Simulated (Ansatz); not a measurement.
Ansatz (a program for electronic structure) input:

Ansatz 0.2 input:
```yaml
crystal:
  lattice:
    - [4.1790527013, 0.0, 0.0]
    - [0.0, 4.1790527013, 0.0]
    - [0.0, 0.0, 4.1790527013]
  atoms:
    - { symbol: Mg, position: [0.0, 0.0, 0.0] }
    - { symbol: Ti, position: [0.0, 0.5, 0.5] }
    - { symbol: Ti, position: [0.5, 0.0, 0.5] }
    - { symbol: Ti, position: [0.5, 0.5, 0.0] }
    - { symbol: N, position: [0.5, 0.5, 0.5] }
kpoints:
  mp_grid: { grid: [10, 10, 10] }
hamiltonian:
  xc: r2scan
  pseudopotentials: { azcp: { folder: ./paw }, kind: paw }
scf:
  occupations: { method: gaussian, width: 0.05 }
checkpoint: { read: metal.run }
output: { write_density: true, elf: true, volumetric_format: npy }
basis: { fft_grid_basis: typed }
```

Output (shortened):

```
Pseudopotentials: kind: paw
Pseudopotential: Mg, paw, valence charge 10
Pseudopotential: Ti, paw, valence charge 12
Pseudopotential: N, paw, valence charge 5
Functional definition: r2SCAN
Crystal: 5 atoms, lattice volume = 72.985 Å³
Basis set: ecut = 500 eV, 1863 PW (Γ), exchange–correlation on 128×128×128 points (64 copies of the dense FFT grid, shifted against one another)
Bands: 36, of which v1, the nominal top of the filled ones, is band 26 counted from 1 (25 counted from 0)
Symmetry: 48 space group operations
Space group: Pm-3m (ITA 221), of the structure as read, at distance tolerance 4.2e-5 Å
k-points: 56 of 1000
PAW frozen core: Mg, regenerated for the run's functional
PAW frozen core: Ti, regenerated for the run's functional
PAW frozen core: N, regenerated for the run's functional
Initial density: read from a saved state, or passed on in memory by an earlier SCF of this step, an earlier step, the calling program or the single point that …
Stability of the state it starts from, as read at its close in the unpolarized treatment …
Initial wavefunctions: pseudopotential atomic-orbital guess
Eigensolver: davidson
Functional: x = r2scan, c = r2scan; τ floored in thin density (d = 2e-4 eV/Å³)
iter 1 solved again at ethr=2.86e-8 eV; its pass at ethr=3.10e-3 eV (dr2=1.46e-5 eV) is discarded
SCF iter   1: F=—  HF=-9828.271665 eV  |F-HF|=—  |Δ(HF+E_count)|=         —  Δρ=3.80e-7  dr2=6.57e-11  dr2_τ=6.29e-12  ethr=2.86e-8  ⟨swp⟩=3.9  Hψ=12748  notcnv=0
all-band conjugate gradients solve this SCF's bands
preconditioner: auto → Kerker (q_TF=auto, 2.570 Å⁻¹)
SCF iter   2: F=-9828.271665 eV  HF=-9828.271665 eV  |F-HF|=5.46e-12  |Δ(HF+E_count)|=   3.50e-7  Δρ=2.18e-7  dr2=2.54e-11  dr2_τ=7.87e-12  ethr=1.00e-12  ⟨swp⟩=6.1  Hψ=7238  notcnv=0
SCF 1 converged in 2 iterations: F = -9828.271665 eV  dr2 = 2.54e-11
SCF converged after 2 iterations
Free energy (F): -9828.271665 eV
Harris-Foulkes:  -9828.271665 eV  (|F-HF|=5.46e-12)
Internal energy: -9828.268787 eV  (E = F + TS)
E sigma→0 (E₀):  -9828.270226 eV
Entropy (-TS):   -0.002878 eV (-0.576 meV/atom)
Fermi energy:    12.467035 eV
--- Per-component energies (eV) ---
  E_band       = -839.018075
  E_kinetic    = 1041.424708
  E_local      = -4414.401652  (includes V_loc(G=0)·N_el)
  E_nonlocal   = 409.557101
  E_hartree    = 1650.972302
  E_xc         = -420.709496
  E_vxc        = -602.367052  (∫ρ·V_xc dr)
  E_paw        = -3584.224171  (= ΣΔE_a)
  E_vpaw       = -613.269515  (= ΣTr[D̂ρ^β])
  E_aug_tail   = -0.000108  (compensation charges beyond the density's cutoff)
  E_vtau       = 38.093755  (kinetic-family band-sum trace: ∫τ·v_τ [+ j·A + Jᵃ·Aᵃ] dr)
  E_ewald      = -4510.071329
  E_core_change = -0.816142  (= ΣΔE_core)
  E_smearing   = -0.002878  (= −TS)
  E_closure    =  0.000000  (closes the sum)
  Σ components = -9828.271665   (vs F -9828.271665, Δ=0.00e0)
  [band-id]    e_kinetic+e_local+e_nonlocal+2·e_hartree+e_vxc+e_vpaw+e_augmentation_tail+e_vtau = -839.018160   (vs E_band -839.018075, Δ=-8.49e-5)
--- Band table (eV; the first three rows and the last of 56) ---
  k-point 0: bands = ["-64.8647", "-47.0064", "-46.8961", "-46.8961", "-29.9699", "-29.9699", "-29.9699", "-22.3998", "-22.3998", "-22.3998", "-22.1074", "-22.1074", "-22.1074", "-21.9814", "-21.9814", "-21.9814", "-4.5891", "6.2671", "8.5117", "8.5117", "8.5117", "10.6848", "10.6848", "10.9479", "10.9479", "10.9479", "13.9494", "13.9494", "13.9494", "14.6810", "14.6810", "15.6734", "15.8294", "15.8294", "15.8294", "15.9192"]
  k-point 1: bands = ["-64.8647", "-47.0041", "-46.8985", "-46.8961", "-29.9699", "-29.9699", "-29.9699", "-22.3940", "-22.3940", "-22.3918", "-22.1093", "-22.1093", "-22.1082", "-21.9939", "-21.9855", "-21.9855", "-4.5408", "6.3300", "8.2989", "8.4531", "8.4531", "10.6552", "10.7724", "10.9831", "11.0107", "11.0107", "13.8933", "13.8983", "13.8983", "14.4445", "14.6841", "15.5949", "15.6442", "15.6442", "15.9194", "16.0171"]
  k-point 2: bands = ["-64.8647", "-46.9972", "-46.9053", "-46.8960", "-29.9699", "-29.9698", "-29.9698", "-22.3779", "-22.3779", "-22.3680", "-22.1152", "-22.1152", "-22.1102", "-22.0292", "-21.9962", "-21.9962", "-4.4106", "6.4586", "7.8727", "8.3142", "8.3142", "10.4919", "11.0228", "11.0818", "11.1494", "11.1494", "13.7404", "13.8317", "13.8317", "13.9574", "14.6874", "15.3673", "15.4402", "15.4402", "15.9200", "16.4221"]
  k-point 55: bands = ["-64.8647", "-46.9319", "-46.9319", "-46.9319", "-29.9708", "-29.9708", "-29.9708", "-22.7075", "-22.3211", "-22.3211", "-22.3211", "-21.9847", "-21.9847", "-21.9772", "-21.9772", "-21.9772", "-2.9304", "5.7287", "5.7287", "5.7287", "8.8982", "11.7887", "11.7887", "11.7887", "12.3460", "12.3460", "12.3460", "12.9677", "12.9677", "12.9677", "14.4387", "14.4387", "15.6535", "15.6535", "15.6535", "17.1343"]
  band table: 36 of 36 bands, residual norms ≤ 1.0e-3 eV
```

Cost: roughly 7 core-seconds on shared cores.

The start of the workflow was typed in or built on a structure type; neither database checked (COD, Materials Project) lists it. Whether it is the stable phase at ambient conditions was not checked. The cell was relaxed with r²SCAN under the symmetry of its start; whether a distortion lowers the energy is not shown. The run is not spin-polarised. With an odd number of electrons in the cell and no spin polarisation, the count alone makes it a metal.

Potentials: the earlier of the program's two PAW sets. The files were generated under PBE; for other functionals the program regenerates the frozen cores, and for LDA and PBEsol the local potential too.

Ansatz is a plane-wave DFT program.
